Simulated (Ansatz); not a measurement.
Ansatz (a quantum-chemistry and plane-wave program) input:

Ansatz 0.2 input:
```yaml
crystal:
  lattice:
    - [4.022008713, 0.0, 0.0]
    - [0.0, 4.022008713, 0.0]
    - [0.0, 0.0, 4.022008713]
  atoms:
    - { symbol: Zr, position: [0.0, 0.0, 0.0] }
    - { symbol: Pt, position: [0.0, 0.5, 0.5] }
    - { symbol: Pt, position: [0.5, 0.0, 0.5] }
    - { symbol: Pt, position: [0.5, 0.5, 0.0] }
kpoints:
  mp_grid: { grid: [10, 10, 10] }
hamiltonian:
  xc: r2scan
  pseudopotentials: { kind: paw }
scf:
  occupations: { method: gaussian, width: 0.1 }
checkpoint: { read: metal.run }
output: { write_density: true, elf: true, volumetric_format: npy }
basis: { fft_grid_basis: typed }
```

Output (shortened):

```
Pseudopotential: Zr, paw, valence charge 12
Pseudopotential: Pt, paw, valence charge 18
Functional definition: r2SCAN
Crystal: 4 atoms, lattice volume = 65.062 Å³
Basis set: ecut = 500 eV, 1647 PW (Γ), exchange–correlation on 120×120×120 points (64 copies of the dense FFT grid, shifted against one another)
Bands: 40, of which v1, the nominal top of the filled ones, is band 33 counted from 1 (32 counted from 0)
Symmetry: 48 space group operations
Space group: Pm-3m (ITA 221), of the structure as read, at distance tolerance 4.0e-5 Å
k-points: 56 of 1000
Stability of the state it starts from, as read at its close in the unpolarized treatment …
iter 1 solved again at ethr=5.20e-8 eV; its pass at ethr=3.10e-3 eV (dr2=3.43e-5 eV) is discarded
SCF iter   1: F=—  HF=-41809.821688 eV  |F-HF|=—  |Δ(HF+E_count)|=         —  Δρ=6.47e-7  dr2=1.65e-10  dr2_τ=5.33e-11  ethr=5.20e-8  ⟨swp⟩=3.7  Hψ=13773  notcnv=0
preconditioner: auto → Resta (q_TF=auto, 2.735 Å⁻¹)
SCF iter   2: F=-41809.821687 eV  HF=-41809.821687 eV  |F-HF|=2.18e-11  |Δ(HF+E_count)|=   4.96e-8  Δρ=3.66e-7  dr2=6.72e-11  dr2_τ=6.26e-11  ethr=1.00e-12  ⟨swp⟩=5.8  Hψ=8359  notcnv=0
SCF 1 converged in 2 iterations: F = -41809.821687 eV  dr2 = 6.72e-11
SCF converged after 2 iterations
Free energy (F): -41809.821687 eV
Harris-Foulkes:  -41809.821687 eV  (|F-HF|=2.18e-11)
Internal energy: -41809.819213 eV  (E = F + TS)
E sigma→0 (E₀):  -41809.820450 eV
Entropy (-TS):   -0.002474 eV (-0.619 meV/atom)
Fermi energy:    22.181215 eV
--- Per-component energies (eV) ---
  E_band       = -572.923586
  E_kinetic    = 2249.943360
  E_local      = -5368.290438  (includes V_loc(G=0)·N_el)
  E_nonlocal   = 680.594533
  E_hartree    = 1995.349668
  E_xc         = -910.023194
  E_vxc        = -1230.283163  (∫ρ·V_xc dr)
  E_paw        = -31409.706851  (= ΣΔE_a)
  E_vpaw       = -973.613588  (= ΣTr[D̂ρ^β])
  E_aug_tail   = 0.000465  (compensation charges beyond the density's cutoff)
  E_vtau       = 78.026558  (kinetic-family band-sum trace: ∫τ·v_τ [+ j·A + Jᵃ·Aᵃ] dr)
  E_ewald      = -9046.827531
  E_core_change = -0.859225  (= ΣΔE_core)
  E_smearing   = -0.002474  (= −TS)
  E_closure    =  0.000000  (closes the sum)
  Σ components = -41809.821687   (vs F -41809.821687, Δ=0.00e0)
  [band-id]    e_kinetic+e_local+e_nonlocal+2·e_hartree+e_vxc+e_vpaw+e_augmentation_tail+e_vtau = -572.922939   (vs E_band -572.923586, Δ=6.47e-4)
--- Band table (eV; the first three rows and the last of 56) ---
  k-point 0: bands = ["-79.2396", "-79.2131", "-79.2131", "-32.9854", "-32.9854", "-32.9854", "-32.8558", "-32.8558", "-32.8558", "-32.7009", "-32.7009", "-32.7009", "-29.8145", "-7.1218", "-7.1218", "-7.1218", "11.7694", "14.4740", "14.4740", "14.8194", …
  k-point 1: bands = ["-79.2390", "-79.2136", "-79.2131", "-32.9818", "-32.9818", "-32.9803", "-32.8568", "-32.8568", "-32.8561", "-32.7076", "-32.7036", "-32.7036", "-29.8129", "-7.1314", "-7.1232", "-7.1232", "11.9080", "14.5458", "14.5832", "14.8985", …
  k-point 2: bands = ["-79.2373", "-79.2153", "-79.2131", "-32.9716", "-32.9716", "-32.9658", "-32.8600", "-32.8600", "-32.8568", "-32.7261", "-32.7108", "-32.7108", "-29.8087", "-7.1565", "-7.1270", "-7.1270", "12.3118", "14.7326", "14.8985", "15.1235", …
  k-point 55: bands = ["-79.2218", "-79.2218", "-79.2218", "-33.0123", "-32.9930", "-32.9930", "-32.9930", "-32.7636", "-32.7636", "-32.7636", "-32.6818", "-32.6818", "-29.8072", "-7.1645", "-7.1645", "-7.1645", "14.2429", "14.2429", "14.2429", "15.0412", …
```

Cost: about 11 core-seconds (a rough figure) on shared cores.

The workflow started from an entry of the Crystallography Open Database (COD). Its standing as an ambient phase is unchecked. The cell was relaxed with r²SCAN under the symmetry of its start; whether a distortion lowers the energy is not shown. The run is not spin-polarised. Scalar-relativistic: spin–orbit coupling is off unless named, which matters more the heavier the elements.

Potentials: the later of the program's two PAW sets.

Ansatz is a plane-wave DFT program.
